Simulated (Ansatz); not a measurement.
This Ansatz input for TaTe (rocksalt structure, lowered slightly to I4/mmm when read at 0.01 Å) was spoiled on purpose:

```yaml
crystal:
  lattice:
    - [0.0, 2.8720962431, 2.8720962431]
    - [5.7653724204, 2.8720962431, 2.8720962431]
    - [5.7653724204, 5.7441924862, 0.0]
  atoms:
    - { symbol: Ta, position: [0.5, 0.5, 0.0], spin: 2.0 }
    - { symbol: Te, position: [0.0, 0.0, 0.0] }
    - { symbol: Ta, position: [0.5, 0.5, 0.5], spin: -2.0 }
    - { symbol: Te, position: [0.0, 0.0, 0.5] }
basis:
  ecutwfc: 500
  ecutrho_ratio: 4
kpoints:
  mp_grid: { grid: [10, 10, 5] }
hamiltonian:
  xc: pbe96
scf:
  occupations: { method: gaussian, width: 0.05 }
  max_iter: 50
output:
  forces: true
  stress: true
magnetization:
  spin_polarized: true
```

Launched as:
```sh
ansatz run input.yaml --threads 2 --pin off --max-ram 2662MiB --backend cpu --events-out ev --progress --plain --runs-dir out
```

**Question.** What is wrong with it?

**Answer.** An unknown functional. Against the sound input: hamiltonian.xc: "r2scan" → "pbe96" (the cap on iterations is only a precaution).

What the program printed:

```
Error: YAML parse error: error: line 17 column 7: hamiltonian.xc: unknown variant `pbe96`, expected one of `lda`, `lda-pw`, `pw92`, `pbe`, `pbesol`, `rpbe`, `revpbe`, `blyp`, `pbe0`, `revpbe0`, `b3lyp`, `b3lyp5`, `hse06`, `wpbeh`, `hiss`, `lc_wpbe`, `cam_b3lyp`, `hf`, `r2scan`, `r2scanh`, `r2scan0`, `r2scan50`, `mr2scan`
  --> <input>:17:7
   |
```

The input was refused before any iteration. Run time: 0.02 s on 2 threads of Arm Neoverse V1, on a shared host, peak memory 0.021 GiB. The run before the change (r²SCAN, 500 eV, 10×10×5 mesh) gave:

| run | P (GPa) | gap on the mesh (eV) | cell moment (μB) | largest force component (eV/Å) |
| --- | --- | --- | --- | --- |
| sound | -0.1 | metal | 0.00 | 0.000 |

The two runs also differ in their start: the sound one had the moments 1.44, 0.00, -1.44, 0.00 μB typed, and went on from the state of an earlier run.

This is a trial structure made by placing the elements on a prototype's sites, so it needn't be the stable form.

Of that run: The run wasn't fully tested for a lower electronic state.
